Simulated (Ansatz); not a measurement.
P (diamond, space group No. 227) at seven volumes, PBEsol (plane waves, PAW; program Ansatz), scaled uniformly. One row is withheld.

| V (Å³/atom) | P (GPa) |
|---|---|
| 17.719 | ? |
| 18.304 | 3.27 |
| 18.888 | 1.52 |
| 19.472 | 0.00 |
| 20.056 | -1.42 |
| 20.640 | -2.52 |
| 21.224 | -3.51 |

Problem. Fit the shown pressures and predict the withheld one.

Solution. Third-order Birch–Murnaghan: P = (3/2)B₀(x^(7/2) − x^(5/2))[1 + (3/4)(B′ − 4)(x − 1)] with x = (V₀/V)^(2/3). Least squares on the six rows gives V₀ = 19.458 Å³/atom, B₀ = 47.83 GPa, B′ = 3.80. At V = 17.719, x = 1.0644 and P = 5.35 GPa. The run itself gave 5.47 GPa.

Space group Fd-3m (diamond). The start of the workflow was typed in or built on a structure type; neither database checked (COD, Materials Project) lists it. It is not the phase usual at ambient conditions (space group No. 64). The cell was relaxed with PBEsol under the symmetry of its start. At this level the phase is mechanically unstable.

Potentials: the later of the program's two PAW sets.
